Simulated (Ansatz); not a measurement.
A geometry of Li away from equilibrium: step 6 of the relaxation of a generated cell, Li placed in the AFLOW prototype A_cP8_198_2a (as in N2). These are PBE (plane waves to 420 eV, PAW, scalar-relativistic; Ansatz, a program for electronic structure) values and carry that method's errors. Γ-centred k-mesh 6×6×6 on the run's cell (coarser than for final values), Fermi–Dirac smearing 0.05 eV. The plane waves were selected for a different cell earlier on the path.

```yaml
crystal:
  lattice:
    - [5.21623, 0.00000, 0.00000]
    - [0.00000, 5.21623, 0.00000]
    - [0.00000, 0.00000, 5.21623]
  atoms:
    - { symbol: Li, position: [0.12786, 0.12786, 0.12786] }
    - { symbol: Li, position: [0.62786, 0.37214, 0.87214] }
    - { symbol: Li, position: [0.87214, 0.62786, 0.37214] }
    - { symbol: Li, position: [0.37214, 0.87214, 0.62786] }
    - { symbol: Li, position: [0.87965, 0.87965, 0.87965] }
    - { symbol: Li, position: [0.37965, 0.62035, 0.12035] }
    - { symbol: Li, position: [0.12035, 0.37965, 0.62035] }
    - { symbol: Li, position: [0.62035, 0.12035, 0.37965] }
```

Question: What forces act on the atoms (eV/Å)?

Answer: 
```tsv
atom	Fx	Fy	Fz
Li1	0.46	0.46	0.46
Li2	0.46	-0.46	-0.46
Li3	-0.46	0.46	-0.46
Li4	-0.46	-0.46	0.46
Li5	-0.52	-0.52	-0.52
Li6	-0.52	0.52	0.52
Li7	0.52	-0.52	0.52
Li8	0.52	0.52	-0.52
```

The path ends in Pa-3 (No. 205). No spin polarisation in the result.

The run could not lose the symmetry of its start: the end is stationary, and may be a saddle point rather than a minimum.

The end of the path is a generated cell of Li: the first start was made by placing the elements on the sites of a structure type, and the end was not matched to a known phase here, so it may be hypothetical. Known forms of Li include space group No. 229.
